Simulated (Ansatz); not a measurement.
Ansatz input file:

```yaml
crystal:
  lattice:
    - [2.7513778946, 0.0, 0.0]
    - [-1.3756889473, 2.3827631521, 0.0]
    - [0.0, 0.0, 4.46229]
  atoms:
    - { symbol: Ir, position: [0.66666667, 0.33333333, 0.75] }
    - { symbol: Ir, position: [0.3427761485, 0.685552307, 0.25] }
basis:
  ecutwfc: 420
kpoints:
  mp_grid: { grid: [15, 15, 8] }
hamiltonian:
  xc: pbesol
scf:
  occupations: { method: gaussian, width: 0.1 }
output:
  forces: true
  stress: true
  eigenvalues: true
  write_density: true
  write_potential: true
  elf: true
  volumetric_format: npy
```

Launched with
```bash
ansatz run input.yaml --threads 1 --pin off --max-ram 1331MiB --backend cpu --events-out ev --progress --plain --runs-dir out
```

Method: Ansatz, DFT PBEsol, scalar-relativistic, plane waves, PAW.

Abridged output:

```
Pseudopotentials: kind: paw
Pseudopotential: Ir, paw, valence charge 17, recommended cutoff 420 eV (normal)
Functional definition: PBEsol
Crystal: 2 atoms, lattice volume = 29.254 Å³
Basis set: ecut = 420 eV, 573 PW (Γ), exchange–correlation on 40×40×60 points (8 copies of the dense FFT grid, shifted against one another)
Bands: 21, of which v1, the nominal top of the filled ones, is band 17 counted from 1 (16 counted from 0)
Symmetry: 8 space group operations
Space group: Cmcm (ITA 63), of the structure as read, at distance tolerance 3.1e-5 Å
k-points: 320 of 1800
Initial density: superposition of atomic densities (neutral atoms: chi_scale 0, normalization atom), corrected by the library's trained network
Initial wavefunctions: pseudopotential atomic-orbital guess
Functional: x = pbesol(κ = 0.804, μ = 0.12345679), c = pbesol(β = 0.046)
SCF iter   1: F=—  HF=-23597.876845 eV  |F-HF|=—  |Δ(HF+E_count)|=         —  Δρ=1.08e-2  dr2=1.89e-2  ethr=1.77e-3  ⟨swp⟩=4.5  Hψ=25573  notcnv=0
SCF iter   2: F=—  HF=-23597.875792 eV  |F-HF|=—  |Δ(HF+E_count)|=   1.05e-3  Δρ=6.13e-3  dr2=6.05e-3  ethr=5.56e-5  ⟨swp⟩=1.1  Hψ=9512  notcnv=0
SCF iter   3: F=—  HF=-23597.875054 eV  |F-HF|=—  |Δ(HF+E_count)|=   7.38e-4  Δρ=3.36e-4  dr2=1.55e-5  ethr=1.78e-5  ⟨swp⟩=2.0  Hψ=9380  notcnv=0
SCF iter   4: F=—  HF=-23597.875080 eV  |F-HF|=—  |Δ(HF+E_count)|=   2.62e-5  Δρ=4.50e-5  dr2=3.96e-7  ethr=4.55e-8  ⟨swp⟩=2.0  Hψ=9538  notcnv=0
SCF iter   5: F=-23597.875080 eV  HF=-23597.875080 eV  |F-HF|=2.64e-9  |Δ(HF+E_count)|=   8.07e-8  Δρ=6.82e-6  dr2=5.52e-9  ethr=1.16e-9  ⟨swp⟩=2.2  Hψ=10237  notcnv=0
SCF iter   6: F=-23597.875080 eV  HF=-23597.875080 eV  |F-HF|=1.78e-10  |Δ(HF+E_count)|=   1.23e-9  Δρ=1.58e-6  dr2=3.05e-10  ethr=1.62e-11  ⟨swp⟩=5.0  Hψ=36262  notcnv=0
SCF 1 converged in 6 iterations: F = -23597.875080 eV  dr2 = 3.05e-10
SCF converged after 6 iterations
Free energy (F): -23597.875080 eV
Harris-Foulkes:  -23597.875080 eV  (|F-HF|=1.78e-10)
Internal energy: -23597.861663 eV  (E = F + TS)
E sigma→0 (E₀):  -23597.868372 eV
Entropy (-TS):   -0.013418 eV (-6.709 meV/atom)
Fermi energy:    24.712363 eV
--- Per-component energies (eV) ---
  E_band       = -201.485496
  E_kinetic    = 1243.644347
  E_local      = -2209.970474  (includes V_loc(G=0)·N_el)
  E_nonlocal   = 151.442457
  E_hartree    = 839.979527
  E_xc         = -531.893276
  E_vxc        = -597.926791  (∫ρ·V_xc dr)
  E_paw        = -18177.158233  (= ΣΔE_a)
  E_vpaw       = -468.634369  (= ΣTr[D̂ρ^β])
  E_aug_tail   = 0.000107  (compensation charges beyond the density's cutoff)
  E_ewald      = -4914.436688
  E_core_change = 0.530570  (= ΣΔE_core)
  E_smearing   = -0.013418  (= −TS)
--- Forces (eV/Å), atoms counted from 1 ---
  atom   1  Ir     0.00000000     0.22221771     0.00000000
  atom   2  Ir     0.00000000    -0.22221771     0.00000000
--- Stress (GPa, compression-positive) ---
      -12.795670       0.000000       0.000000
        0.000000     -11.986852       0.000000
        0.000000       0.000000     -12.637195
  P = ⅓ Tr σ = -12.4732 GPa (-124.732 kbar)
--- Band table (eV; the first three rows and the last of 320) ---
  k-point 0: bands = ["-68.1933", "-68.1350", "-25.3990", "-24.7830", "-24.7648", "-24.6823", "-24.6731", "-24.6677", "13.7597", "16.8181", "20.9084", "21.0031", "21.0566", "21.6155", "21.7113", "22.3002", "22.5635", "23.9068", "24.8228", "25.1122", "31.4559"]
  k-point 1: bands = ["-68.1911", "-68.1373", "-25.3727", "-24.7789", "-24.7614", "-24.7104", "-24.6766", "-24.6721", "13.9309", "16.8237", "20.8309", "20.9315", "20.9788", "21.5269", "21.6242", "22.5101", "22.7652", "23.2773", "24.8371", "25.0855", "32.3440"]
  k-point 2: bands = ["-68.1848", "-68.1436", "-25.2975", "-24.7927", "-24.7643", "-24.7515", "-24.6866", "-24.6846", "14.4224", "16.7884", "20.6357", "20.8335", "20.8570", "21.3123", "21.4063", "22.0183", "23.0091", "23.2380", "24.8185", "24.9623", "34.3970"]
  k-point 319: bands = ["-68.1301", "-68.1301", "-25.2459", "-25.2459", "-24.9749", "-24.9749", "-24.8170", "-24.8170", "18.0131", "18.0131", "19.7337", "19.7337", "20.7139", "20.7139", "22.2200", "22.2200", "25.4546", "25.4546", "27.3099", "27.3099", "34.7171"]
```

The run converged.

Spin–orbit coupling is left out, which can shift energies with elements as heavy as these.